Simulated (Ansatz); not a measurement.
Starting cell, Al (fcc, Cu type):

```xyz
2
Lattice="0.0000 4.0405 4.0405 2.0202 2.0202 4.0405 2.0202 2.0202 0.0000" Properties=species:S:1:pos:R:3 pbc="T T T"
Al     0.0000     0.0000     0.0000
Al     2.0202     4.0405     6.0607
```

The atoms are displaced by Q × the pattern below (from a DFPT mode at X = (0.5, 0.5, 0.0), largest move 1; Q in Å), at fixed cell. (q is in reciprocal vectors of the primitive cell; the cell shown is doubled to hold the pattern.)

```csv
atom,x,y,z
Al1,0.000,0.000,-1.000
Al2,0.000,0.000,1.000
```

Calculation: PBE (plane waves to 420 eV, PAW, scalar-relativistic; Ansatz, a program for electronic structure). k mesh 20×20×20 (Γ-centred), Fermi-Dirac smearing 0.05 eV. With partly filled bands, energies and forces of such displacements shift with the k mesh and the smearing. Al was relaxed with its symmetry unable to fall. 

```tsv
Q (Å)	−dE/dQ from forces (eV/Å)
-0.180	3.738
-0.150	3.091
-0.120	2.459
-0.090	1.829
-0.060	1.213
-0.030	0.609
0.000	0.000
0.030	-0.609
0.060	-1.213
0.090	-1.829
0.120	-2.459
0.150	-3.091
0.180	-3.738
```

Question: What harmonic wavenumber does the curvature at Q = 0 give?

Answer: 320 cm⁻¹. E″ = 20.34 eV/Å², M = Σ mᵢ|uᵢ|² = 54.0 u, ν̃ = 521.5·√(|E″|/M).

(A displaced cell: forces are minus the slopes of the energy, force constants its curvatures, and phonons follow from these.)
